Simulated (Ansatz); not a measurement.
Li3LaBi2:
Space group P-3m1 (No. 164); a = b = 4.7323 Å, c = 7.6038 Å, α = β = 90.00°, γ = 120.00°

```json
[
 {"atom": "Li", "site": "2d", "symmetry": "3m.", "x": "0.6667", "y": "0.3333", "z": "0.3583"},
 {"atom": "Li", "site": "1b", "symmetry": "-3m.", "x": "0.0000", "y": "0.0000", "z": "0.5000"},
 {"atom": "La", "site": "1a", "symmetry": "-3m.", "x": "0.0000", "y": "0.0000", "z": "0.0000"},
 {"atom": "Bi", "site": "2d", "symmetry": "3m.", "x": "0.3333", "y": "0.6667", "z": "0.2564"}
]
```

Relaxed at zero pressure with r²SCAN in the plane-wave PAW code Ansatz.

Problem. The volume is lowered by 6 % and shape and atoms relax at that volume. What pressure results, and how do the axes share the change?

Solution. 2.7 GPa; a -2.0 %, b -2.0 %, c -2.1 %; the energy rises by 12 meV/atom.

Problem. Give the new structure.

Solution. 
Space group P-3m1 (No. 164); a = 4.637 Å, b = 4.637 Å, c = 7.446 Å, α = 90.00°, β = 90.00°, γ = 120.00°

```json
[
 {"atom": "Li", "site": "2d", "symmetry": "3m.", "x": "0.6667", "y": "0.3333", "z": "0.3581"},
 {"atom": "Li", "site": "1b", "symmetry": "-3m.", "x": "0.0000", "y": "0.0000", "z": "0.5000"},
 {"atom": "La", "site": "1a", "symmetry": "-3m.", "x": "0.0000", "y": "0.0000", "z": "0.0000"},
 {"atom": "Bi", "site": "2d", "symmetry": "3m.", "x": "0.3333", "y": "0.6667", "z": "0.2589"}
]
```

The phase is kept; no other phase was compared at this pressure.

The workflow started from a Materials Project entry (that database holds measured and hypothetical structures alike); the Crystallography Open Database files this formula in space group No. 164, but the cells were not matched. Whether it is the stable phase at ambient conditions was not checked. The cell was relaxed with r²SCAN under the symmetry of its start; whether a distortion lowers the energy is not shown. Scalar-relativistic: spin–orbit coupling is off unless named, which matters more the heavier the elements.

Potentials: the later of the program's two PAW sets.
